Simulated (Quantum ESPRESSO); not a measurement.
## MgCa2ZnO4 (a curve over one atom's position)

Simulated, not a measurement. The program is pw.x of Quantum ESPRESSO 7.5 (plane-wave density functional theory). The cell is made up: 8 atoms on a rocksalt lattice, with randomly drawn elements, strain and displacements, not relaxed. PseudoDojo standard norm-conserving files (v0.5 for PBE, v0.4.1 for LDA and PBEsol) set the functional; there is no spin polarisation, spin-orbit coupling or dispersion term, and the masses in the input are unused placeholders.

Seven runs move atom 4 (Ca, counted in the order of the input) along y and keep all else fixed.

Input of the run at +0.0183:

```
&control calculation='scf', pseudo_dir='./dojo.nc.sr.pbe.v0_5.standard.upf', outdir='./o', disk_io='medium', tprnfor=.true., tstress=.true. /
&system ibrav=0, nat=8, ntyp=4, nbnd=43, ecutwfc=84.00895049, nosym=.true., tot_charge=0,
 occupations='smearing', smearing='fd', degauss=0.0018374661
/
&electrons conv_thr=7.350e-09, electron_maxstep=60, /
ATOMIC_SPECIES
Ca 1.0 Ca.upf
Mg 1.0 Mg.upf
O 1.0 O.upf
Zn 1.0 Zn.upf
CELL_PARAMETERS angstrom
4.6766 0.0031 -0.0108
0.0031 4.6804 -0.0137
-0.0108 -0.0137 4.5554
ATOMIC_POSITIONS angstrom
Mg 0.0658 0.012 0.0347
Ca 0.0555 2.366 2.3388
Zn 2.3506 -0.0858 2.2621
Ca 2.3954 2.3453 0.0362
O 2.3947 0.0621 -0.016
O 2.3059 2.2488 2.2115
O 4.7243 -0.0167 2.2598
O 4.6597 2.3506 -0.0647
K_POINTS automatic
4 4 4 1 1 1
```

| shift of atom 4 along y (Å) | free energy less that of the input shown (eV) | Fx on atom 4 (eV/Å) | Fy on atom 4 (eV/Å) | Fz on atom 4 (eV/Å) | pressure (GPa) | iterations |
| --- | --- | --- | --- | --- | --- | --- |
| -0.0982 | 0.0686 | -0.235 | 1.149 | -0.758 | -1.59 | 12 |
| -0.0631 | 0.0345 | -0.237 | 0.796 | -0.760 | -1.80 | 12 |
| -0.0369 | 0.0169 | -0.238 | 0.551 | -0.760 | -1.92 | 12 |
| -0.0192 | 0.0086 | -0.238 | 0.392 | -0.759 | -2.00 | 12 |
| +0.0183 | 0.0000 | -0.238 | 0.069 | -0.755 | -2.11 | 12 |
| +0.0548 | 0.0031 | -0.237 | -0.235 | -0.750 | -2.17 | 12 |
| +0.1428 | 0.0562 | -0.231 | -0.981 | -0.727 | -2.15 | 12 |

A cubic fit gives dFy/dy = -8.60 eV/Å² at zero shift. Across the table the free energy follows the integral of the force to within 0.1 meV. A rerun of one of the cells at 1437 eV and a 6 x 6 x 6 mesh moved values by no more than 0.002 eV in energy, 0.04 GPa in stress and 0.003 eV/Å in force.